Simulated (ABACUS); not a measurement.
Worked example: self-consistent single point of MgO (C2/m, 2 atoms in the cell; from Materials Project mp-1265, changed as shown) in ABACUS.

Method: PBEsol, PseudoDojo 0.4 standard norm-conserving PBEsol (tails mended) pseudopotentials (plane waves; ABACUS).

The change in words: lattice vector a scaled by 1.02. Reference geometry (Fm-3m):
```yaml
crystal:
  lattice:
    - [0.00000, 2.09700, 2.09700]
    - [2.09700, 0.00000, 2.09700]
    - [2.09700, 2.09700, 0.00000]
  atoms:
    - { symbol: Mg, position: [0.00000, 0.00000, 0.00000] }
    - { symbol: O, position: [0.50000, 0.50000, 0.50000] }
```

Reference input (self-consistent single point, DFT, PBEsol, plane waves, PseudoDojo 0.4 standard norm-conserving PBEsol (tails mended) pseudopotentials): KPT = MP 11 11 11 0 0 0; basis_type = pw; dft_functional = PBESOL; ecutwfc = 84 Ry; smearing_method = gaussian; smearing_sigma = 0.00146997 Ry; potentials = PseudoDojo 0.4 standard norm-conserving PBEsol (tails mended); symmetry = 1; symmetry_prec = 1e-05; ks_solver = dav_subspace; scf_nmax = 100; scf_thr = 1.0e-09 Ry. This run's input differs from it in these lines:

```diff
@@ -26,8 +26,8 @@
 LATTICE_CONSTANT
-5.604183
+5.716266
 
 LATTICE_VECTORS
-   0.0000000000    0.7071067600    0.7071067600
-   0.7071067600    0.0000000000    0.7071067600
-   0.7071067600    0.7071067600    0.0000000000
+   0.0000000000    0.7071068416    0.7071068416
+   0.6932420016    0.0000000000    0.6932420016
+   0.6932420016    0.6932420016    0.0000000000
```

The program printed (abridged):

```
 SELF-CONSISTENT
 -------------------------------------------
                                 init_chg = atomic

 PW ALGORITHM --------------- ION=   1  ELEC=   1--------------------------------

 Density error is 0.350539541353
                          Error Threshold = 0.01
 E_KohnSham     -151.7653780495      -2064.8739005968
 E_Fermi        0.7649688254         10.4079348184

 PW ALGORITHM --------------- ION=   1  ELEC=   2--------------------------------

 Density error is 0.0128129227885
                          Error Threshold = 0.00219087213346
 E_KohnSham     -151.8246595422      -2065.6804666834
   [... lines left out ...]

 Density error is 5.03259647339e-09
                          Error Threshold = 5.50633014365e-10
 E_KohnSham     -151.8240215027      -2065.6717857111
 E_Fermi        0.7322890001         9.9633029835

 PW ALGORITHM --------------- ION=   1  ELEC=   9--------------------------------

 Density error is 8.07374002626e-10
                          Error Threshold = 3.14537279587e-11
 E_KohnSham     -151.8240215027      -2065.6717857117
 E_KS(sigma->0) -151.8240215027      -2065.6717857117
 E_entropy(-TS) -0.0000000000        -0.0000000000
 E_Fermi        0.7322944360         9.9633769438
 charge density convergence is achieved
 final etot is -2065.6717857 eV
 EFERMI = 9.9633769438 eV

 STATE ENERGY(eV) AND OCCUPATIONS    NSPIN == 1
   [... 15 lines left out ...]

 TOTAL-FORCE (eV/Angstrom)
                       Mg1         0.0000000000         0.0000000000         0.0000000000
                        O1         0.0000000000         0.0000000000         0.0000000000

 TOTAL-STRESS (KBAR)
         3.7678971835        14.8864029203        14.8864029203
        14.8864029203       -15.7592945564       -28.3869003539
        14.8864029203       -28.3869003539       -15.7592945564
 TOTAL-PRESSURE: -9.250231 KBAR

 --------------------------------------------
 !FINAL_ETOT_IS -2065.6717857117291715 eV
 --------------------------------------------
```

The run converged in 9 iterations. Against the reference run the free energy rises by 2.1 meV/atom and the pressure goes from 2.21 to -0.93 GPa.

The structure comes from a collection of computed structures, made at another level of theory; the collection holds predicted forms beside known ones.

Cost on one core: around 4 core-minutes (rough).

“Tails mended”: in these copies of the files the far tail of each local potential was reset to the Coulomb form.
